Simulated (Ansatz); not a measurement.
## Diamond alloy of Si and Ge (44 of 64 Si sites exchanged), 64 atoms

Ansatz, PAW, plane waves. PBEsol relaxation of volume and atoms (shape held) at the single k point (¼, ¼, ¼) without its symmetry partners; single points on the relaxed atoms at the Γ point alone, onto which points of the small cell's zone fold. Arrangement: quasirandom. No spin–orbit coupling unless named.

Relaxed structure:

```xyz
64
Lattice="11.1787 0.0000 0.0000 0.0000 11.1787 0.0000 0.0000 0.0000 11.1787" Properties=species:S:1:pos:R:3 pbc="T T T"
Ge   11.1532   11.1472   11.1627
Ge    0.0118    0.0329    5.6264
Ge    5.6368    0.0048    5.5867
Ge    5.5986    5.5962    0.0013
Ge    5.5816    5.6103    5.5706
Ge    1.3848    1.3941    1.3977
Ge    1.3572    6.9691    1.3615
Ge    7.0113    1.3649    1.3671
Ge    6.9793    7.0205    1.4313
Ge    7.0180    6.9735    7.0127
Ge    2.7802    2.7976   11.1603
Ge    2.7386    2.7869    5.6030
Ge    2.7742    8.4116   11.1583
Ge    2.7915    8.3435    5.5831
Ge    8.4187    8.3949   11.1758
Ge    8.3749    8.4008    5.5686
Ge    4.1851    4.1937    1.4055
Ge    4.1862    4.1882    6.9752
Ge    4.2389    9.7728    1.4005
Ge    4.1686    9.8042    6.9961
Ge    9.7743    4.1873    1.3459
Ge    9.8021    4.1832    6.9793
Ge    9.7663    9.7990    7.0192
Ge    2.8090   11.1713    2.7899
Ge    2.7886    5.6087    2.8382
Ge    2.7557    5.5952    8.3565
Ge    8.3939    5.5787    2.7983
Ge    4.1903    1.4040    4.2040
Ge    4.1873    1.3498    9.7689
Ge    4.1749    6.9870    9.7717
Ge    9.7318    1.3923    4.1917
Ge    9.7602    1.4046    9.7441
Ge    9.8122    6.9685    4.2141
Ge    0.0058    2.8320    2.8210
Ge   11.1491    8.4017    2.7724
Ge    0.0141    8.3525    8.3994
Ge    5.6067    2.7822    2.7871
Ge    5.6205    2.7640    8.3601
Ge    5.5944    8.3963    8.3941
Ge    1.3351    4.1897    9.7568
Ge    1.3937    9.7791    4.1969
Ge    7.0083    4.1669    4.2205
Ge    7.0390    4.1918    9.7820
Ge    7.0016    9.8322    9.7810
Si   11.1407    5.5879   11.1419
Si    0.0265    5.5853    5.6027
Si    5.5924   11.1710   11.1743
Si    1.3915    1.4079    7.0382
Si    1.3769    6.9671    6.9610
Si    7.0346    1.3958    6.9799
Si    8.3951    2.7736   11.1647
Si    8.3739    2.7765    5.6183
Si    9.7628    9.7949    1.4090
Si    2.7433   11.1766    8.3798
Si    8.3740   11.1350    2.7762
Si    8.3620    0.0253    8.3614
Si    8.4364    5.5926    8.3997
Si    4.2190    7.0193    4.1794
Si    9.7891    6.9619    9.7842
Si   11.1731    2.7690    8.3625
Si    5.5933    8.3974    2.8296
Si    1.3830    4.2233    4.2317
Si    1.3973    9.7973    9.7589
Si    6.9900    9.7788    4.1542
```

Question: What are the mean bond lengths by pair (pairs within 1.2 times the sum of covalent radii, less contacts 15 % beyond the pair's median; cation–cation pairs of compounds aside; long ionic contacts are cut short by that bound)?

Answer: Ge–Ge 2.444 ± 0.009 Å (standard deviation, 61 bonds); Ge–Si 2.407 ± 0.009 Å (standard deviation, 54 bonds); Si–Si 2.365 ± 0.007 Å (standard deviation, 13 bonds).

Question: What gap lies between the top filled and the lowest empty level in the single points?

Answer: HSE06 1.11 eV (36 s on NVIDIA GB300). An indirect band minimum needn't fold onto Γ of this cell; where it doesn't, these gaps are too wide.
